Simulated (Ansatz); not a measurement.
Nb (Fm-3m), tetragonal deformation path

These are results of DFT PBEsol, scalar-relativistic, plane waves, PAW (Ansatz 0.2.0), not measurements. Cutoff 420 eV, Γ-centred 22×22×22 k-points, Gaussian smearing of 0.15 eV. No spin polarisation. Energies are free energies at this smearing, counted from the undisturbed cell; pressure is positive in compression.

Reference structure (as given, not relaxed at this level; it stands at -6.8 GPa; this fcc form isn't the usual structure):

```xyz
1
Lattice="0.0000 2.1150 2.1150 2.1150 0.0000 2.1150 2.1150 2.1150 0.0000" Properties=species:S:1:pos:R:3 pbc="T T T"
Nb    0.0000    0.0000    0.0000
```

At fixed volume and fractional coordinates, lengths along (0.000, 0.000, 1.000) are scaled against those across it; ρ is that ratio over its starting value. The cell is metallic on the mesh throughout. At ρ = 0.707 the cell becomes cubic (Im-3m), and there the slope of the energy vanishes by symmetry.

| ρ | ΔE (meV/atom) |
| --- | --- |
| 0.707 | -309.1 |
| 0.850 | -173.2 |
| 1.000 | 0.0 |
| 1.200 | -157.2 |
| 1.414 | -105.1 |

Q: Predict the pressure (GPa) at each point.

A:
| ρ | pressure (GPa) |
| --- | --- |
| 0.707 | -12.2 |
| 0.850 | -9.9 |
| 1.000 | -6.8 |
| 1.200 | -9.3 |
| 1.414 | -7.4 |